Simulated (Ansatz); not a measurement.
LiBH$_{4}$:
```
CELL_PARAMETERS angstrom
      0.00000     2.74801    -2.72011
      0.00000     2.74801     2.72011
      6.01338     0.00000     0.00000
ATOMIC_POSITIONS crystal
  Li 0.99780 0.00220 0.50000
  Li 0.99780 0.00220 0.00000
  B  0.01643 0.51590 0.75000
  B  0.48410 0.98357 0.25000
  H  0.83078 0.52597 0.58457
  H  0.47403 0.16922 0.41543
  H  0.83078 0.52597 0.91543
  H  0.47403 0.16922 0.08457
  H  0.23067 0.74632 0.75000
  H  0.25368 0.76933 0.25000
  H  0.19964 0.25736 0.75000
  H  0.74264 0.80036 0.25000
```

x, y and z are the axes in which the lattice vectors are written.

### Question
Give the high-frequency dielectric tensor and the Born effective charge tensors of the independent atoms from DFPT, LDA in the plane-wave PAW code Ansatz.

### Answer

ε∞:
```
2.89  0.00  0.00
0.00  2.87  0.00
0.00  0.00  2.87
```
Z* of atom 1 (Li), rows: field, columns: displacement, in e:
```
 1.05   0.03   0.00
-0.01   1.00   0.00
 0.00   0.00   0.97
```
Z* of atom 3 (B), rows: field, columns: displacement, in e:
```
-0.01   0.00   0.00
 0.00  -0.15  -0.09
 0.00  -0.09  -0.13
```
Z* of atom 5 (H), rows: field, columns: displacement, in e:
```
-0.35  -0.08   0.10
-0.07  -0.15  -0.03
 0.09  -0.02  -0.18
```
Z* of atom 9 (H), rows: field, columns: displacement, in e:
```
-0.18   0.00   0.00
 0.00  -0.44  -0.05
 0.00  -0.14  -0.07
```
Z* of atom 11 (H), rows: field, columns: displacement, in e:
```
-0.17   0.00   0.00
 0.00  -0.10  -0.15
 0.00  -0.09  -0.41
```

Space group Ama2. The first step of the workflow began from a Materials Project structure, measured or hypothetical; the Crystallography Open Database copy checked does not list it. COD files the formula under space group No. 62. Its standing as an ambient phase is unchecked. The LDA relaxation kept the symmetry of its start; its stability against distortions is not shown here.

Potentials: the later of the program's two PAW sets.
